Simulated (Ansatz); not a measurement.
CaS (rock salt, Fm-3m), a = 5.712 Å, b = 5.712 Å, c = 5.712 Å, α = 90.00°, β = 90.00°, γ = 90.00°; the cell used has 2 atoms.

Relaxed with PBE.

### Question
Tabulate the valence density and the electron localisation function along the shortest Ca–S contact (2.86 Å), PBE in the plane-wave PAW code Ansatz.

### Answer


| distance from Ca (Å) | density (e/Å³) | ELF |
|---|---|---|
| 0.29 | 5.96 | 0.81 |
| 0.43 | 4.65 | 0.85 |
| 0.57 | 3.07 | 0.86 |
| 0.71 | 1.70 | 0.83 |
| 0.86 | 0.82 | 0.68 |
| 1.00 | 0.38 | 0.32 |
| 1.14 | 0.21 | 0.10 |
| 1.29 | 0.17 | 0.10 |
| 1.43 | 0.19 | 0.29 |
| 1.57 | 0.26 | 0.62 |
| 1.71 | 0.38 | 0.80 |
| 1.86 | 0.56 | 0.86 |
| 2.00 | 0.79 | 0.87 |
| 2.14 | 1.03 | 0.84 |
| 2.28 | 1.15 | 0.75 |
| 2.43 | 1.00 | 0.48 |
| 2.57 | 0.60 | 0.13 |

The density is the valence pseudo-density with augmentation charge, so density and ELF within about 1 Å of a nucleus are not all-electron values.

Symmetry was held in the PBE relaxation; phonons on a q-mesh show no instability.

Potentials: the later of the program's two PAW sets.
